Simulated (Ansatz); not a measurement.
In r²SCAN in the plane-wave PAW code Ansatz, Re in the hexagonal phase (P-6m2; Re on 2g, Re on 2h, Re on 1a, Re on 1f) relaxes to a = 2.761 Å, c = 13.355 Å. Re on 2g has 12 nearest neighbours from 2.73 Å (cuboctahedral); Re on 2h has 12 nearest neighbours from 2.73 Å (anticuboctahedral); Re on 1a has 12 nearest neighbours from 2.74 Å (anticuboctahedral); Re on 1f has 12 nearest neighbours from 2.74 Å (anticuboctahedral).

Electronic character: metallic (no gap).

An equation-of-state fit gives a bulk modulus of 387 GPa.

The start of the workflow was typed in or built on a structure type; neither database checked (COD, Materials Project) lists it. It is not the phase usual at ambient conditions (space group No. 194). Symmetry was held in the r²SCAN relaxation; whether a distortion lowers the energy is not shown. No spin polarisation was allowed. Axis ratios of metals converge slowly with the k-mesh, so a and c are less sure than the volume. Spin–orbit coupling is left out wherever it is not named.

Potentials: the earlier of the program's two PAW sets.
